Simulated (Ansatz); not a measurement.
ScF$_{3}$:
```xyz
8
Lattice="2.8103 1.6226 4.6603 -2.8103 1.6226 4.6603 0.0000 -3.2451 4.6603" Properties=species:S:1:pos:R:3 pbc="T T T"
Sc     0.0000     0.0000     6.9905
Sc     0.0000     0.0000     0.0000
F      1.2643    -1.0554     8.1556
F     -1.2643     1.0554     5.8254
F      0.2818     1.6226     8.1556
F     -0.2818    -1.6226     5.8254
F     -1.5461    -0.5672     8.1556
F      1.5461     0.5672     5.8254
```

Relaxed with r²SCAN. r²SCAN in the plane-wave PAW code Ansatz gives a gap of 7.08 eV.

Q: What gap does HSE06 give on the same cell (Ansatz, PAW)?

A: 8.90 eV, 1.82 eV more. The hybrid was solved on a coarser mesh and at special points; the gap given is the minimum over both.

| k | v1 r²SCAN | c1 r²SCAN | v1 HSE06 | c1 HSE06 |
|---|---|---|---|---|
| Γ | 0.00 | 7.08 | 0.00 | 8.90 |
| T | -0.29 | 7.80 | [?] | [?] |
| L | -0.25 | 7.80 | -0.26 | 9.67 |
| F | -0.01 | 7.11 | [?] | [?] |
| S0 | -0.10 | 7.33 | [?] | [?] |
| H0 | -0.22 | 7.48 | [?] | [?] |

Q: Top valence (v1) and lowest conduction level (c1) in eV from each method's valence maximum (which need not be a listed point): supply the withheld HSE06 values.

A: 
- F, v1 HSE06: -0.01
- F, c1 HSE06: 8.93
- T, v1 HSE06: -0.31
- T, c1 HSE06: 9.68
- H0, v1 HSE06: -0.23
- H0, c1 HSE06: 9.33
- S0, v1 HSE06: -0.11
- S0, c1 HSE06: 9.17

Cost on shared cores: the r²SCAN run (SCF on a 6×6×6 mesh, then bands and DOS) very roughly 80 core-seconds, the HSE06 run (SCF on 4×4×4, then a few points) around 3.0 core-minutes (rough); the tasks are unlike.

Space group R-3c. The first step of the workflow began from a Materials Project structure, measured or hypothetical; the Crystallography Open Database copy checked does not list it. COD files the formula under space group No. 155, 191, 194, 221. Its standing as an ambient phase is unchecked. Symmetry was held in the r²SCAN relaxation; whether a distortion lowers the energy is not shown. No spin polarisation was allowed.

Potentials: the earlier of the program's two PAW sets. The files were generated under PBE; for other functionals the program regenerates the frozen cores, and for LDA and PBEsol the local potential too.
